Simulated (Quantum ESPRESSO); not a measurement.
# Planted mistakes on one cell of Al2GeZnO6

These are calculations, not measurements. They come from pw.x of Quantum ESPRESSO 7.5, a plane-wave density functional program, with PseudoDojo standard norm-conserving files (v0.5 for PBE, v0.4.1 for LDA and PBEsol). The cells are made up: elements, strain and atom displacements were drawn at random, and nothing was relaxed. There is no spin polarisation, spin-orbit coupling or dispersion term.

The cell has 10 sites of a corundum lattice. Sites 1 to 4 hold Al Al Ge Zn; sites 5 to 10 hold O O O O O O. Cell vectors in Å: (2.431, 1.404, 4.406); (-2.431, 1.404, 4.406); (0.000, -2.807, 4.406). Settings: PBE, cutoff 1143 eV, 5 x 5 x 5 k mesh shifted by half a step, Fermi-Dirac smearing of 0.025 eV.

The intended run has a self-consistency threshold of 1e-07 eV, a smearing term of 0.000 eV, a pressure of 18.84 GPa and 11 iterations. Each further run changes one thing: all lengths scaled by 1.0093; atoms of sites 1 and 3 exchanged; cutoff 813 eV; files of PBEsol; k mesh 2 x 2 x 2; one electron removed; smearing 0.52 eV; threshold 0.08 eV. A coarse mesh keeps the shift, and a charged cell sits in a uniform background.

| run | change of free energy (eV) | smearing term -TS (eV) | change of P (GPa) | largest change of a force component (eV/Å) | iterations |
| --- | --- | --- | --- | --- | --- |
| A | 2.248 | 0.000 | -37.08 | 0.071 | 11 |
| B | 0.010 | 0.000 | 2.19 | 0.074 | 5 |
| C | 0.043 | 0.000 | 0.00 | 0.041 | 11 |
| D | -0.235 | 0.000 | -0.12 | 1.068 | 12 |
| E | -10.434 | -0.019 | -31.54 | 1.026 | 15 |
| F | 13.976 | 0.000 | -7.07 | 0.246 | 11 |
| G | -0.071 | -0.322 | 0.86 | 0.191 | 12 |
| H | -0.241 | 0.000 | -7.22 | 0.348 | 12 |

A rerun of the intended cell at 1437 eV and k mesh 7 x 7 x 7 moved values by no more than 0.003 eV in the cell's energy, 0.04 GPa in stress and 0.002 eV/Å in force.

Question: which change belongs to which run?

## Worked reading

Run B has the fewest iterations, as a run stopped early does. Run G has the largest smearing term, as wide smearing gives. Run A has a higher energy and the largest fall in pressure, as too small a basis gives. Run H changes the volume by a factor of 1.0282; minus its pressure change over the logarithm of that factor, 260 GPa, is a rough bulk modulus with clamped atoms. Energies from files of another functional, or of a charged cell, have another zero and say nothing on stability; the pressure of a charged cell rests on the program's zero of potential too.

## Key

```
run,change
A,cutoff 813 eV
B,threshold 0.08 eV
C,k mesh 2 x 2 x 2
D,atoms of sites 1 and 3 exchanged
E,one electron removed
F,files of PBEsol
G,smearing 0.52 eV
H,all lengths scaled by 1.0093
```